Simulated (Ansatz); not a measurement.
Relaxed TiC (rock salt):

```
CELL_PARAMETERS angstrom
      0.00000     4.33303     4.33303
      2.16652     0.00000     2.16652
      2.16652     2.16652     0.00000
ATOMIC_POSITIONS crystal
  C  0.00000 0.00000 0.00000
  C  0.50000 0.00000 0.00000
  Ti 0.25000 0.50000 0.50000
  Ti 0.75000 0.50000 0.50000
```

The atoms are displaced by Q × the pattern below (from a DFPT mode at L = (0.5, 0.0, 0.0), largest move 1; Q in Å), at fixed cell. (q is in reciprocal vectors of the primitive cell; the cell shown is doubled to hold the pattern.)

```csv
atom,x,y,z
C1,0.577,-0.577,-0.577
C2,-0.577,0.577,0.577
```

Atoms not listed stay in place.

Calculation: PBE (plane waves to 420 eV, PAW, scalar-relativistic; Ansatz, a program for electronic structure). k mesh 9×18×18 (Γ-centred), Fermi-Dirac smearing 0.05 eV. The energy includes the smearing's −TS. With partly filled bands, energies and forces of such displacements shift with the k mesh and the smearing. TiC is run without spin polarisation. TiC was relaxed with its symmetry unable to fall. The zero of ΔE is the undisplaced structure.

Successive frames, forces in eV/Å:

```tsv
frame	ΔE (eV/cell)	F on C1	F on C2	F on Ti3	F on Ti4
Q = -0.233 Å	1.210	(2.926, -2.926, -2.926)	(-2.926, 2.926, 2.926)	(0.000, 0.000, 0.000)	(0.000, 0.000, 0.000)
Q = -0.187 Å	0.781	(2.381, -2.381, -2.381)	(-2.381, 2.381, 2.381)	(0.000, 0.000, 0.000)	(0.000, 0.000, 0.000)
Q = -0.140 Å	0.442	(1.809, -1.809, -1.809)	(-1.809, 1.809, 1.809)	(0.000, 0.000, 0.000)	(0.000, 0.000, 0.000)
Q = -0.093 Å	0.197	(1.216, -1.216, -1.216)	(-1.216, 1.216, 1.216)	(0.000, 0.000, 0.000)	(0.000, 0.000, 0.000)
```

**Question.** What are the energy and the forces in the next frame, Q = -0.047 Å?

**Answer.** ΔE (eV/cell) = 0.049.

```
atom      Fx      Fy      Fz
----  ------  ------  ------
C1     0.611  -0.611  -0.611
C2    -0.611   0.611   0.611
Ti3    0.000   0.000   0.000
Ti4    0.000   0.000   0.000
```

(For displaced atoms, the force is minus the slope of the energy, and its curvature is a force constant, which sets phonon frequencies.)
